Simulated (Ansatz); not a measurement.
Data:

KTaO3 (cubic perovskite)

```yaml
crystal:
  lattice:
    - [4.02318, 0.00000, 0.00000]
    - [0.00000, 4.02318, 0.00000]
    - [0.00000, 0.00000, 4.02318]
  atoms:
    - { symbol: K, position: [0.00000, 0.00000, 0.00000] }
    - { symbol: Ta, position: [0.50000, 0.50000, 0.50000] }
    - { symbol: O, position: [0.00000, 0.50000, 0.50000] }
    - { symbol: O, position: [0.50000, 0.50000, 0.00000] }
    - { symbol: O, position: [0.50000, 0.00000, 0.50000] }
```

In this cell atom 1 (K, nearest neighbour O at 2.845 Å; its periodic images, 4.0 Å or more away, move with it) is moved by u·(1.000, 0.000, 0.000) + v·(0.000, 1.000, 0.000); the rest is frozen.

These are PBE (plane waves to 420 eV, PAW, scalar-relativistic; Ansatz, a program for electronic structure) values and carry that method's errors. k mesh 7×7×7 (Γ-centred), Fermi-Dirac smearing 0.05 eV. The energy includes the smearing's −TS. KTaO3 is run without spin polarisation. KTaO3 was relaxed with its symmetry unable to fall. Spin-orbit coupling is left out, though Ta is heavy. The PAW data are Ansatz's earlier set. ΔE is measured from the undisplaced structure. Axes are in Å.

The scan covers u from -0.430 to 0.430 Å in 5 points and v from -0.430 to 0.430 Å in 5 points.

Q: Is the undisplaced position a minimum, a maximum or a saddle of this map?

A: A minimum.

Q: What are the two principal curvatures of the energy at the centre?

A: 3.8 eV/Å², isotropic.

(For displaced atoms, the force is minus the slope of the energy, and its curvature is a force constant, which sets phonon frequencies.)
